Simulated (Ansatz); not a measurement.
# Sc: do energies and stresses tell the same story?

Level of theory: Ansatz, DFT PBEsol, scalar-relativistic, plane waves, PAW.

Plane waves to 420 eV, a k mesh through Γ of 12×12×8 on the computed 2-atom cell and Gaussian smearing (0.10 eV); no spin polarisation.

Relaxed cell: P6_3/mmc, a = 3.276 Å, b = 3.276 Å, c = 5.087 Å, α = 90.00°, β = 90.00°, γ = 120.00°, 2 atoms in the primitive cell.

Energies at zero smearing and pressures from the stress tensor, at volumes with shape and atoms relaxed:
```json
{"V (Å³/atom)": "20.800", "E − E(first) (meV/atom)": "0.00", "P (GPa)": "9.00"}
{"V (Å³/atom)": "21.509", "E − E(first) (meV/atom)": "-33.49", "P (GPa)": "6.29"}
{"V (Å³/atom)": "22.218", "E − E(first) (meV/atom)": "-55.71", "P (GPa)": "3.92"}
{"V (Å³/atom)": "22.927", "E − E(first) (meV/atom)": "-68.04", "P (GPa)": "1.83"}
{"V (Å³/atom)": "23.636", "E − E(first) (meV/atom)": "-71.76", "P (GPa)": "0.00"}
{"V (Å³/atom)": "24.345", "E − E(first) (meV/atom)": "-67.87", "P (GPa)": "-1.61"}
{"V (Å³/atom)": "25.054", "E − E(first) (meV/atom)": "-57.30", "P (GPa)": "-3.03"}
{"V (Å³/atom)": "26.000", "E − E(first) (meV/atom)": "-34.22", "P (GPa)": "-4.65"}
```

**Question.** Check P = −dE/dV between neighbouring volumes, and get the bulk modulus from the pressures alone.

**Answer.** With 1 eV/Å³ = 160.2 GPa:
| middle V (Å³/atom) | −ΔE/ΔV (GPa) | mean P (GPa) |
| --- | --- | --- |
| 21.154 | 7.568 | 7.647 |
| 21.863 | 5.019 | 5.104 |
| 22.572 | 2.787 | 2.875 |
| 23.282 | 0.840 | 0.916 |
| 23.991 | -0.879 | -0.808 |
| 24.700 | -2.389 | -2.322 |
| 25.527 | -3.910 | -3.841 |

The two differ by 0.09 GPa at most. The mean of two end pressures misses the average over a step by about ΔV² P″/12, up to 0.03 GPa here; with that taken off 0.06 GPa remains. The stress is the derivative of the free energy, not of the energy at zero smearing, and with free energies 0.00 GPa remains. Around V = 23.636 Å³/atom, the two neighbours give B = −V ΔP/ΔV = 23.636 × 3.45 / 1.418 = 57.5 GPa, against B0 = 57.3 GPa from the Birch–Murnaghan fit of the energies.

Cost: 9 runs of about 1.6 core-minutes in all, on Arm Neoverse V2 (shared hosts).